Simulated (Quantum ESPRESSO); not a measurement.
Band energies of ZnS

```
CELL_PARAMETERS angstrom
      0.00000     2.64783     2.64783
      2.64783     0.00000     2.64783
      2.64783     2.64783     0.00000
ATOMIC_POSITIONS crystal
  S  0.75000 0.75000 0.75000
  Zn 0.00000 0.00000 0.00000
```

LDA (Quantum ESPRESSO, PseudoDojo norm-conserving, 84 Ry, scalar-relativistic); path ΓXWKΓLUWLK,UX; energies in eV from the valence-band maximum.

| k (1/Å) | point | band 9 | band 10 | band 11 | band 12 | band 13 | band 14 | band 15 | band 16 |
|---|---|---|---|---|---|---|---|---|---|
| 0.00 | Γ | -6.17 | -6.17 | 0.00 | 0.00 | 0.00 | 2.13 | 6.18 | 6.18 |
| 0.32 |  | -6.20 | -6.16 | -1.27 | -0.54 | -0.54 | 3.52 | 5.32 | 6.98 |
| 0.65 |  | -6.22 | -6.12 | -2.99 | -1.55 | -1.55 | 4.02 | 4.57 | 8.79 |
| 0.97 |  | -6.09 | -6.08 | -4.45 | -2.31 | -2.31 | 3.22 | 4.03 | 10.47 |
| 1.19 | X | -6.09 | -5.93 | -4.91 | -2.47 | -2.47 | 3.05 | 3.87 | 11.14 |
| 1.31 |  | -6.09 | -5.91 | -4.91 | -2.54 | -2.53 | 3.22 | 4.02 | 10.81 |
| 1.66 |  | -6.18 | -5.72 | -4.97 | -3.05 | -2.96 | 5.09 | 5.76 | 8.31 |
| 1.78 | W | -6.22 | -5.70 | -4.97 | -3.11 | -3.01 | 5.51 | 6.16 | 7.79 |
| 2.06 |  | -6.15 | -5.76 | -5.00 | -3.42 | -2.23 | 4.22 | 5.96 | 8.82 |
| 2.20 | K | -6.13 | -5.77 | -5.01 | -3.47 | -2.01 | 3.86 | 5.93 | 9.32 |
| 2.41 |  | -6.17 | -5.97 | -4.85 | -3.41 | -1.53 | 4.40 | 6.70 | 8.34 |
| 2.72 |  | -6.20 | -6.12 | -3.81 | -2.39 | -0.77 | 4.77 | 6.63 | 6.71 |
| 3.04 |  | -6.19 | -6.16 | -2.12 | -0.98 | -0.23 | 3.78 | 5.92 | 6.65 |
| 3.35 |  | -6.18 | -6.17 | -0.25 | -0.07 | -0.01 | 2.35 | 6.12 | 6.21 |
| 3.46 | Γ | -6.17 | -6.17 | 0.00 | 0.00 | 0.00 | 2.13 | 6.18 | 6.18 |
| 3.66 |  | -6.18 | -6.18 | -0.85 | -0.11 | -0.11 | 2.76 | 6.10 | 6.36 |
| 3.97 |  | -6.17 | -6.17 | -3.05 | -0.53 | -0.53 | 3.43 | 6.84 | 6.84 |
| 4.28 |  | -6.15 | -6.15 | -4.98 | -0.89 | -0.89 | 3.27 | 6.79 | 6.79 |
| 4.49 | L | -6.14 | -5.96 | -5.78 | -0.97 | -0.97 | 3.21 | 6.72 | 6.72 |
| 4.59 |  | -6.14 | -5.94 | -5.75 | -1.14 | -1.01 | 3.38 | 6.57 | 6.82 |
| 4.90 |  | -6.15 | -5.87 | -5.33 | -2.66 | -1.49 | 4.36 | 6.18 | 8.07 |
| 5.21 | U | -6.13 | -5.77 | -5.01 | -3.47 | -2.01 | 3.86 | 5.93 | 9.32 |
| 5.53 |  | -6.20 | -5.72 | -4.97 | -3.24 | -2.79 | 5.24 | 6.06 | 7.91 |
| 5.63 | W | -6.22 | -5.70 | -4.97 | -3.11 | -3.01 | 5.51 | 6.16 | 7.79 |
| 5.82 |  | -6.21 | -5.77 | -5.00 | -3.28 | -2.45 | 5.40 | 6.02 | 7.42 |
| 6.10 |  | -6.16 | -5.88 | -5.40 | -2.38 | -1.50 | 4.65 | 5.78 | 7.73 |
| 6.38 |  | -6.14 | -5.94 | -5.76 | -1.10 | -1.00 | 3.35 | 6.60 | 6.80 |
| 6.47 | L | -6.14 | -5.96 | -5.78 | -0.97 | -0.97 | 3.21 | 6.72 | 6.72 |
| 6.63 |  | -6.14 | -5.92 | -5.70 | -1.35 | -1.06 | 3.60 | 6.40 | 6.95 |
| 6.87 |  | -6.15 | -5.87 | -5.35 | -2.60 | -1.47 | 4.36 | 6.15 | 8.00 |
| 7.12 |  | -6.14 | -5.79 | -5.03 | -3.46 | -1.91 | 3.99 | 6.23 | 9.00 |
| 7.20 | K | -6.13 | -5.77 | -5.01 | -3.47 | -2.01 | 3.86 | 5.93 | 9.32 |
| 7.20 | U | -6.13 | -5.77 | -5.01 | -3.47 | -2.01 | 3.86 | 5.93 | 9.32 |
| 7.30 |  | -6.12 | -5.80 | -4.96 | -3.24 | -2.21 | 3.63 | 5.15 | 9.82 |
| 7.62 | X | -6.09 | -5.93 | -4.91 | -2.47 | -2.47 | 3.05 | 3.87 | 11.14 |

The LDA gap is direct, 2.13 eV at Γ.

Geometry relaxed with LDA.
